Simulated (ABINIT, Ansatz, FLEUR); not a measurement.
## VWC2: programs and potentials compared

```xyz
4
Lattice="1.5170 0.8759 4.9339 -1.5170 0.8759 4.9339 0.0000 -1.7517 4.9339" Properties=species:S:1:pos:R:3 pbc="T T T"
W     0.0000    0.0000    0.0000
V     0.0000    0.0000    7.4008
C     0.0000    0.0000    3.6485
C     0.0000    0.0000   11.1532
```

The cell comes from a database or a generator and needn't be the stable form of this composition.

Alike in all runs: task single point; functional PBEsol; k mesh 10 × 10 × 10; occupations fermi-dirac, width 0.05 eV; collinear spin, ferromagnetic start; no spin-orbit coupling. Pressure is positive in compression and, in plane waves, holds the error of the finite cutoff, which Ansatz's Pulay term estimates and takes out.

```csv
program and potentials,plane-wave cutoff (eV),notes,pressure (GPa),net moment per atom (μB),largest force (eV/Å)
"Ansatz, Ansatz PAW",420,"potentials made for PBE, which Ansatz adapts in part; Pulay term of +0.33 GPa included",-10.59,0.00,0.108
"ABINIT, JTH PAW PBE v2.0",517,potentials made for PBE,-9.31,0.00,0.119
"Ansatz, all-electron LAPW, scalar-relativistic",-,-,-10.64,0.00,0.111
"FLEUR, all-electron, FLAPW",-,-,-,?,?
```

Estimate from the other rows what the run with FLEUR, all-electron, FLAPW gave.

Net moment per atom 0.00 μB; largest force 0.105 eV/Å. The other rows, which needn't bracket it: pressure -10.64 to -9.31; net moment per atom 0.00; largest force 0.108 to 0.119.
